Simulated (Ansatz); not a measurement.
## NaCd4As3 in Ansatz, single run

The command:

```bash
ansatz run input.yaml --threads 1 --pin off --max-ram 2560MiB --backend cpu --events-out ev --progress --plain --runs-dir out
```

input.yaml:

```yaml
crystal:
  lattice:
    - [2.225406, 3.854509, 0.0]
    - [-2.225406, 3.854509, 0.0]
    - [0.0, -2.569673, 11.217452]
  atoms:
    - { symbol: Na, position: [0.5, 0.5, 0.5] }
    - { symbol: Cd, position: [0.09568, 0.09568, 0.28704] }
    - { symbol: Cd, position: [0.90432, 0.90432, 0.71296] }
    - { symbol: Cd, position: [0.29908, 0.29908, 0.89724] }
    - { symbol: Cd, position: [0.70092, 0.70092, 0.10276] }
    - { symbol: As, position: [0.22053, 0.22053, 0.66159] }
    - { symbol: As, position: [0.77947, 0.77947, 0.33841] }
    - { symbol: As, position: [0.0, 0.0, 0.0] }
  symmetry: { tolerance: 0.0003 }
kpoints:
  mp_grid: { grid: [5, 5, 5], shift: [0, 0, 0] }
magnetization:
  spin_polarized: false
scf:
  occupations: { method: fermi_dirac }
  algorithm: direct_min
hamiltonian:
  pseudopotentials: { kind: paw }
  xc: r2scan
basis:
  ecutwfc: 500
output:
  forces: true
  stress: true
  eigenvalues: true
```

Origin of the cell: a database entry, scaled a little.

The smearing width isn't typed, so it takes its default of 0.1 eV.

Output (shortened):

```
SCF iter   1: F=—  HF=-49157.475681 eV  Δρ=6.40e-3  dr2=1.00e-1  dr2_τ=4.56e-2
SCF iter   2: F=—  HF=-49157.513607 eV  Δρ=4.14e-3  dr2=4.19e-2  dr2_τ=8.38e-4  defer=5
SCF iter   3: F=—  HF=-49157.491518 eV  Δρ=6.59e-4  dr2=1.37e-3  dr2_τ=2.28e-5  defer=3
SCF iter   4: F=—  HF=-49157.491228 eV  Δρ=7.22e-5  dr2=1.10e-5  dr2_τ=8.87e-7  defer=2
SCF iter   5: F=—  HF=-49157.491224 eV  Δρ=8.94e-6  dr2=1.73e-7  dr2_τ=1.23e-8  defer=1
SCF iter   6: F=-49157.491224 eV  HF=-49157.491224 eV  Δρ=2.00e-6  dr2=9.29e-9  dr2_τ=5.22e-10
SCF 1 converged in 6 iterations: F = -49157.491224 eV  dr2 = 9.29e-9
SCF converged after 6 iterations
Stability not checked: this state was not tested for a lower state beside it, because a direct minimisation reached the state, and no test of it is asked (direct_minimisation; see scf.lower_state_search)
Free energy (F): -49157.491224 eV
Harris-Foulkes:  -49157.491224 eV  (|F-HF|=9.32e-9)
Internal energy: -49157.476127 eV  (E = F + TS)
E sigma→0 (E₀):  -49157.483675 eV
Entropy (-TS):   -0.015097 eV (-1.887 meV/atom)
Fermi energy:    9.828329 eV
--- Per-component energies (eV) ---
  E_band       = -2928.211481
  E_kinetic    = 2453.992656
  E_local      = -21479.090445  (includes V_loc(G=0)·N_el)
  E_nonlocal   = -1758.417615
  E_hartree    = 10348.540240
  E_xc         = -934.693594
  E_vxc        = -1295.027831  (∫ρ·V_xc dr)
  E_paw        = -22233.292665  (= ΣΔE_a)
  E_vpaw       = -1634.577640  (= ΣTr[D̂ρ^β])
  E_aug_tail   = 0.000008  (compensation charges beyond the density's cutoff)
  E_vtau       = 87.839264  (kinetic-family band-sum trace: ∫τ·v_τ [+ j·A + Jᵃ·Aᵃ] dr)
  E_ewald      = -15547.857138
  E_core_change = -6.657573  (= ΣΔE_core)
  E_smearing   = -0.015097  (= −TS)
  Σ components = -49157.491224   (vs F -49157.491224, Δ=0.00e0)
--- Forces (eV/Å), atoms counted from 1 ---
  atom   1  Na    -0.000000    -0.000000     0.000000
  atom   2  Cd    -0.000000     0.000000    -0.040398
  atom   3  Cd     0.000000    -0.000000     0.040398
  atom   4  Cd    -0.000000    -0.000000     0.098469
  atom   5  Cd    -0.000000     0.000000    -0.098469
  atom   6  As    -0.000000     0.000000    -0.184795
  atom   7  As     0.000000    -0.000000     0.184795
  atom   8  As     0.000000     0.000000     0.000000
  max |Σ_I F_I| component: 1.79e-17 eV/Å
--- Stress (GPa, compression-positive) ---
        1.225050      -0.000000      -0.000000
       -0.000000       1.225050       0.000000
       -0.000000       0.000000       1.149730
  P = ⅓ Tr σ = 1.1999 GPa (11.999 kbar)
```

Caveats: the k mesh is coarse if the cell is a metal.

The run took 81 s of wall time on 1 CPU thread(s) of a shared host, from the program's own first density.
